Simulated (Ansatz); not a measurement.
Input file for Ansatz (a program for electronic structure):

Ansatz 0.2 input:
```yaml
crystal:
  lattice:
    - [0.0, 3.1904585473, 3.1904585473]
    - [3.1904585473, 0.0, 3.1904585473]
    - [3.1904585473, 3.1904585473, 0.0]
  atoms:
    - { symbol: Cs, position: [0.0, 0.0, 0.0] }
    - { symbol: H, position: [0.5, 0.5, 0.5] }
kpoints:
  mp_grid: { grid: [8, 8, 8] }
hamiltonian:
  xc: r2scan
  pseudopotentials: { kind: paw }
scf:
  occupations: { method: fixed }
phonons:
  method: dfpt
  response_accuracy: low
  qmesh: [4, 4, 4]
  interpolated_qmesh: [15, 15, 15]
  dielectric: true
  rigid_motions: translations
  temperatures: { t_max: 1000, t_step: 50 }
  qpath:
    path:
      - [[0.0, 0.0, 0.0], [0.5, 0.0, 0.5], [0.625, 0.25, 0.625]]  # Γ-X-U
      - [[0.375, 0.375, 0.75], [0.0, 0.0, 0.0], [0.5, 0.5, 0.5], [0.5, 0.25, 0.75], [0.5, 0.0, 0.5]]  # K-Γ-L-W-X
    npoints: 13
```

Output (shortened):

```
Pseudopotential: Cs, paw, valence charge 9
Pseudopotential: H, paw, valence charge 1
Functional definition: r2SCAN
Crystal: 2 atoms, lattice volume = 64.952 Å³
Basis set: ecut = 500 eV, 1639 PW (Γ), exchange–correlation on 216×216×216 points (216 copies of the dense FFT grid, shifted against one another)
Bands: 9, of which v1, the nominal top of the filled ones, is band 5 counted from 1 (4 counted from 0)
Symmetry: 48 space group operations
k-points: 59 of 512 (irreducible under 8 space group operations, time reversal used)
SCF iter   1: F=—  HF=-5702.386806 eV  |F-HF|=—  |Δ(HF+E_count)|=         —  Δρ=3.44e-3  dr2=1.09e-2  dr2_τ=7.07e-4  ethr=1.77e-3  ⟨swp⟩=4.9  Hψ=3477  notcnv=0  defer=113
preconditioner: auto → none
SCF iter   2: F=—  HF=-5702.390518 eV  |F-HF|=—  |Δ(HF+E_count)|=   3.71e-3  Δρ=9.77e-4  dr2=3.92e-4  dr2_τ=7.85e-5  ethr=1.09e-4  ⟨swp⟩=2.4  Hψ=1397  notcnv=0  defer=109
SCF iter   3: F=—  HF=-5702.390642 eV  |F-HF|=—  |Δ(HF+E_count)|=   1.24e-4  Δρ=3.79e-4  dr2=4.36e-5  dr2_τ=8.88e-6  ethr=3.92e-6  ⟨swp⟩=2.1  Hψ=937  notcnv=0  defer=113
SCF iter   4: F=—  HF=-5702.390690 eV  |F-HF|=—  |Δ(HF+E_count)|=   4.85e-5  Δρ=4.06e-5  dr2=5.31e-7  dr2_τ=3.43e-8  ethr=4.36e-7  ⟨swp⟩=2.8  Hψ=949  notcnv=0  defer=113
SCF iter   5: F=—  HF=-5702.390691 eV  |F-HF|=—  |Δ(HF+E_count)|=   8.98e-7  Δρ=6.41e-6  dr2=1.38e-8  dr2_τ=1.62e-9  ethr=5.31e-9  ⟨swp⟩=2.3  Hψ=823  notcnv=0  defer=30
SCF iter   6: F=—  HF=-5702.390691 eV  |F-HF|=—  |Δ(HF+E_count)|=   3.72e-8  Δρ=1.54e-6  dr2=5.08e-10  dr2_τ=1.56e-10  ethr=1.38e-10  ⟨swp⟩=2.0  Hψ=826  notcnv=0  defer=30
SCF iter   7: F=-5702.390691 eV  HF=-5702.390691 eV  |F-HF|=7.37e-11  |Δ(HF+E_count)|=   3.56e-9  Δρ=2.91e-7  dr2=3.13e-11  dr2_τ=5.30e-12  ethr=1.00e-12  ⟨swp⟩=9.4  Hψ=3914  notcnv=0
SCF 1 converged in 7 iterations: F = -5702.390691 eV  dr2 = 3.13e-11
DFPT response loops at Γ: preconditioner auto → none (the input reference at scf.mixing.eps_inf says where Resta's filter doesn't serve); β = 0.50 …
── the response to a field inside a basis, on 8×8×8 k-points: an SCF that follows is theirs, and a resumed run solves both again ──
Crystal: 2 atoms, lattice volume = 64.952 Å³
Bands: 6, of which v1, the nominal top of the filled ones, is band 5 counted from 1 (4 counted from 0)
k-points: 60 of 512 (irreducible under 12 space group operations)
SCF iter   1: F=—  HF=-5702.389287 eV  |F-HF|=—  |Δ(HF+E_count)|=         —  Δρ=1.31e-4  dr2=2.44e-6  dr2_τ=6.81e-7  ethr=1.00e-1
preconditioner: auto → none
SCF iter   2: F=—  HF=-5702.389291 eV  |F-HF|=—  |Δ(HF+E_count)|=   3.87e-6  Δρ=6.52e-5  dr2=6.02e-7  dr2_τ=2.27e-7  ethr=2.44e-8
SCF iter   3: F=-5702.389292 eV  HF=-5702.389292 eV  |F-HF|=5.97e-9  |Δ(HF+E_count)|=   1.13e-6  Δρ=4.66e-6  dr2=3.92e-9  dr2_τ=8.44e-10  ethr=6.02e-9
SCF 1 converged in 3 iterations: F = -5702.389292 eV  dr2 = 3.92e-9
DFPT response loops at Γ: mixed as the last ones told, above
NSCF: frozen V_eff on 29 k-points
NSCF: frozen V_eff on 576 k-points
DFPT response loops at q = (0, 0, 0.25) (fractional): mixed as the last ones told, above
NSCF: frozen V_eff on 300 k-points
DFPT response loops at q = (0, 0, -0.5) (fractional): preconditioner auto → Resta (q_TF=auto, 1.997 Å⁻¹)  ε∞=4.7 (no band partly filled) …
NSCF: frozen V_eff on 328 k-points
DFPT response loops at q = (0, 0.25, 0.25) (fractional) …
NSCF: frozen V_eff on 1024 k-points
DFPT response loops at q = (0, 0.25, -0.5) (fractional): preconditioner auto → Resta (q_TF=auto, 1.997 Å⁻¹)  ε∞=4.7 (no band partly filled) …
NSCF: frozen V_eff on 576 k-points
DFPT response loops at q = (0, 0.25, -0.25) (fractional) …
NSCF: frozen V_eff on 190 k-points
DFPT response loops at q = (0, -0.5, -0.5) (fractional): preconditioner auto → Resta (q_TF=auto, 1.997 Å⁻¹)  ε∞=4.7 (no band partly filled) …
NSCF: frozen V_eff on 328 k-points
DFPT response loops at q = (0.25, -0.5, -0.25) (fractional) …
SCF converged after 7 iterations
Free energy (F): -5702.390691 eV
Harris-Foulkes:  -5702.390691 eV  (|F-HF|=7.37e-11)
Internal energy: -5702.390691 eV  (E = F + TS)
E sigma→0 (E₀):  -5702.390691 eV
Fermi energy:    3.038712 eV
--- Per-component energies (eV) ---
  E_band       = -65.720934
  E_kinetic    = 155.537087
  E_local      = -265.113137  (includes V_loc(G=0)·N_el)
  E_nonlocal   = 30.523172
  E_hartree    = 88.477449
  E_xc         = -171.825542
  E_vxc        = -150.518314  (∫ρ·V_xc dr)
  E_paw        = -5093.698715  (= ΣΔE_a)
  E_vpaw       = -20.289411  (= ΣTr[D̂ρ^β])
  E_aug_tail   = -0.000368  (compensation charges beyond the density's cutoff)
  E_vtau       = 7.185182  (kinetic-family band-sum trace: ∫τ·v_τ [+ j·A + Jᵃ·Aᵃ] dr)
  E_ewald      = -446.340516
  E_core_change = 0.049879  (= ΣΔE_core)
  E_smearing   =  0.000000  (= −TS)
  E_closure    = 0.000000  (closes the sum)
  Σ components = -5702.390691   (vs F -5702.390691, Δ=0.00e0)
  [band-id]    e_kinetic+e_local+e_nonlocal+2·e_hartree+e_vxc+e_vpaw+e_augmentation_tail+e_vtau = -65.720892   (vs E_band -65.720934, Δ=4.19e-5)
--- Band table (eV; the first three rows and the last of 59) ---
  k-point 0: bands = ["-19.0083", "-5.1112", "-5.1112", "-5.1112", "1.4081", "8.7427", "8.7427", "8.7427", "9.3812"]
  k-point 1: bands = ["-18.9967", "-5.2493", "-5.1249", "-5.1249", "1.6375", "8.1796", "8.8548", "8.8548", "9.1961"]
  k-point 2: bands = ["-18.9685", "-5.5562", "-5.1574", "-5.1574", "2.1865", "7.0508", "8.7876", "8.7876", "9.3665"]
  k-point 58: bands = ["-18.9020", "-5.6044", "-5.6044", "-5.4232", "2.3258", "7.6112", "7.6112", "8.8048", "11.9996"]
--- Phonons (Γ-DFPT): 2 representative perturbations + reference, on 59 of 512 k-points (Σ response iterations 10) ---
  ASR residual: 1.071e-4 → 0.000e0 eV/Å²; symmetrization residual: 5.596e-6 eV/Å²
  ASR residual per site (eV/Å²): 8.46e-6 1.07e-4
  Γ frequencies (cm⁻¹): 0.00 0.00 0.00 401.83 401.83 401.83
  ε∞ (high-frequency dielectric tensor):
        2.862299     0.000000     0.000000
        0.000000     2.862299     0.000000
        0.000000     0.000000     2.862299
  ε⁰ (static dielectric tensor: ions relaxed, cell fixed):
        8.651365     0.000000     0.000000
        0.000000     8.651365     0.000000
        0.000000     0.000000     8.651365
  ε⁰ − ε∞ (ionic part):
        5.789066     0.000000     0.000000
        0.000000     5.789066     0.000000
        0.000000     0.000000     5.789066
  softest optical mode at Γ: 401.83 cm⁻¹; the repairs (sum rule, projections) moved no ω² at Γ by more than (6.16 cm⁻¹)²
  Born effective charges Z* (e; rows j = field, columns β = displacement):
    site 0:
         1.11101    0.00000    0.00000
         0.00000    1.11101    0.00000
         0.00000    0.00000    1.11101
    site 1:
        -1.11101    0.00000    0.00000
         0.00000   -1.11101    0.00000
         0.00000    0.00000   -1.11101
  Z* charge neutrality: 1.696e-4 e pre-enforcement
  solved inside a basis spanned on kpoints, on 8×8×8 k-points, its susceptibility summed on 12×12×12: ε∞ is read to err by 6.3e-3, Z* by 9.6e-3 e (field_mesh …
  optical modes at Γ without the LO–TO term, one row a degenerate level:
      ω (cm⁻¹)  modes    IR ((D/Å)²/amu)
        401.83      3            85.3966
  optical modes at Γ + LO–TO along q̂ = [1.0000, 0.0000, 0.0000]:
      ω (cm⁻¹)  modes    IR ((D/Å)²/amu)
        401.83      2            56.9311
        698.59      1            28.4655
  optical modes at Γ + LO–TO along q̂ = [0.0000, 1.0000, 0.0000]:
      ω (cm⁻¹)  modes    IR ((D/Å)²/amu)
        401.83      2            56.9311
        698.59      1            28.4655
  optical modes at Γ + LO–TO along q̂ = [0.0000, 0.0000, 1.0000]:
      ω (cm⁻¹)  modes    IR ((D/Å)²/amu)
        401.83      2            56.9311
        698.59      1            28.4655
  non-analytic LO–TO correction: the dipole-dipole term of the run's Born effective charges and high-frequency dielectric tensor (where they are solved with …
--- Phonons (arbitrary-q DFPT): 8 irreducible q on the 4×4×4 mesh ---
  q = [0.0000, 0.0000, 0.0000] (star 1, of the zone-centre solve; hermiticity 1.88e-5, symmetrization 5.76e-14):  0.00 0.00 0.00 401.83 401.83 401.83
  q = [0.0000, 0.0000, 0.2500] (star 8, 2 solved perturbations on 288 of 512 k-point pairs; hermiticity 6.65e-6, symmetrization 2.96e-13): 29.30 29.30 44.33 450.81 450.81 699.96
  q = [0.0000, 0.0000, -0.5000] (star 4, 2 solved perturbations on 150 of 512 k-point pairs; hermiticity 1.18e-13, symmetrization 4.40e-13): 37.74 37.74 63.39 492.93 492.93 701.22
  q = [0.0000, 0.2500, 0.2500] (star 6, 4 solved perturbations in 528 linear systems a pass and spin channel, the states on 164 of 512 k-point pairs; hermiticity 5.98e-6, symmetrization 2.38e-13): 24.79 24.79 54.05 421.96 421.96 639.32
  q = [0.0000, 0.2500, -0.5000] (star 24, 4 solved perturbations in 1600 linear systems a pass and spin channel, the states on 512 of 512 k-point pairs; hermiticity 5.76e-6, symmetrization 2.78e-14): 36.50 45.42 57.57 461.51 480.37 598.66
  q = [0.0000, 0.2500, -0.2500] (star 12, 4 solved perturbations in 904 linear systems a pass and spin channel, the states on 288 of 512 k-point pairs; hermiticity 8.91e-6, symmetrization 2.23e-13): 37.76 41.25 56.23 452.16 487.38 653.47
  q = [0.0000, -0.5000, -0.5000] (star 3, 4 solved perturbations in 308 linear systems a pass and spin channel, the states on 95 of 512 k-point pairs; hermiticity 9.13e-6, symmetrization 8.43e-14): 32.25 32.25 60.21 426.32 426.32 490.08
  q = [0.2500, -0.5000, -0.2500] (star 6, 4 solved perturbations in 502 linear systems a pass and spin channel, the states on 164 of 512 k-point pairs; hermiticity 3.74e-6, symmetrization 4.68e-13): 44.76 50.30 50.30 466.77 466.77 547.54
  sum rule: each row above includes the acoustic sum rule's correction from the zone centre's row sums; it moved no ω² by more than (5.38 cm⁻¹)²
  mesh force constants: q→R imaginary residual 3.54e-18; ASR residual 1.071e-4 → 0.000e0 eV/Å²; symmetrization residual 8.882e-16 eV/Å²
  interpolated dispersion: 81 rows × 6 modes
  density of states and harmonic sums: on the 15×15×15 q-mesh, interpolated from the force constants of a 4×4×4 supercell (with the dipole–dipole term)
  largest difference from the sums on the solved wave vectors: F 1.46e-2 eV, S 1.86e-5 and C_V 3.93e-6 eV/K
  zero-point energy: 0.103864 eV/cell   skipped modes (ω ≤ 0): 3   left out of the sums: 1.48e-4 of the cell's modes …
```

Cost: about 18 core-minutes (a rough figure) on shared cores.

Space group Fm-3m (rock salt). The workflow started from a Materials Project entry (that database holds measured and hypothetical structures alike); the Crystallography Open Database files this formula in space group No. 225, but the cells were not matched. Whether it is the stable phase at ambient conditions was not checked. Symmetry was held in the r²SCAN relaxation. Spin–orbit coupling is left out wherever it is not named.

Potentials: the later of the program's two PAW sets.

Ansatz is a plane-wave DFT program.
